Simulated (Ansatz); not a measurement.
# ZnAg: a fit and a missing row

ZnAg, Pm-3m, a = 3.140 Å. The structure is a COD entry; whether it is the stable form wasn't checked. Ansatz: r2SCAN, PAW, 500 eV, Γ-centred 14×14×14 mesh on 2 atoms, Gaussian smearing 0.10 eV; no spin polarisation. Symmetry fixes shape and atoms, so the cell is only scaled; pressure is positive in compression.

```
V (Å³/atom) P (GPa)
     14.548     7.92
     15.012     3.57
     15.477    -0.03
     15.941        ?
     16.405    -5.41
```

Task: Take V0 = 15.477 Å³/atom, count pressures from its P0 = -0.03 GPa, fit the third-order Birch–Murnaghan form to the other rows, and predict the missing pressure.

Result: With the Eulerian strain f = ½[(V0/V)^(2/3) − 1] and y = (P − P0)/[3f(1 + 2f)^(5/2)], the form is the line y = B0 + 1.5 B0 (B0′ − 4) f. Rows (f, y): 0.02107, 113.4; 0.01027, 111.1; -0.01904, 103.8. Means f = 0.004100, y = 109.43; Σ(Δf)² = 0.0008615, ΣΔfΔy = 0.2080; the slope is their ratio. y = 108.4 + 241.4 f GPa, so B0 = 108.4 GPa and B0′ = 4 + 2 × (241.4)/(3 × 108.4) = 5.48. At V = 15.941, f = -0.00975, y = 106.05 and P = -2.98 GPa. The run gave -2.98 GPa, the same to the digits shown.

Cost: 5 runs of about 1.2 core-minutes in all, on Intel Xeon Platinum 8375C (Ice Lake) (shared hosts).